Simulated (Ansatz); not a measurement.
Trial structure of Sc4Te, not yet relaxed:

```yaml
crystal:
  lattice:
    - [4.80196, 0.00000, 0.00000]
    - [0.00000, 4.80196, 0.00000]
    - [0.00000, 0.00000, 4.80196]
  atoms:
    - { symbol: Sc, position: [0.00000, 0.00000, 0.00000] }
    - { symbol: Sc, position: [0.50000, 0.50000, 0.00000] }
    - { symbol: Sc, position: [0.50000, 0.00000, 0.50000] }
    - { symbol: Sc, position: [0.00000, 0.50000, 0.50000] }
    - { symbol: Te, position: [0.50000, 0.50000, 0.50000] }
```

These are results of DFT PBE, scalar-relativistic, plane waves, PAW in Ansatz 0.2.0, not measurements. Plane waves to 420 eV, a k mesh through Γ of 4×4×4 on the computed 5-atom cell and Gaussian smearing (0.10 eV); no spin polarisation.

Energies over the elements count from the elements' standard structures at the same level, with no fitted energy shifts.

Question: What does a single point on this coarse mesh give?

Answer: The pressure is 30.3 GPa (it wants to expand), the largest force is 0.00 eV/Å (symmetry fixes the atoms), and the energy is +0.71 eV/atom against the elements. The shortest distance is 2.40 Å.

Question: How much does it gain on relaxing, and where does it end?

Answer: Relaxing gains about 0.59 eV/atom (the start's value is from the coarse mesh, so the gain is rough) in 9 ionic steps and ends at +0.12 eV/atom on the finer mesh. The symmetry stays Pm-3m (No. 221). The volume per atom grows by 36.1 %, from 22.1 to 30.1 Å³. The shortest distance goes from 2.40 Å (Sc–Te) to 2.66 Å (Sc–Te). Conventional cell: a = 5.321 Å. Sc on a site of symmetry m-3m has 12 Sc at 3.76 Å; Sc on a site of symmetry 4/mmm has 2 Te at 2.66 Å and 12 Sc at 3.76 Å; around Te lie 6 Sc at 2.66 Å.

The last run used collinear spin, an 8×8×8 mesh for its 5-atom cell and Gaussian smearing of 0.10 eV. These runs have no spin–orbit coupling, which can matter for Te. The reference form of Te is held partly by dispersion forces, which this level lacks. Another magnetic order may lie lower. The relaxation can't lower the symmetry of the start. Symmetry constrained the relaxation, so the result can be a saddle point.
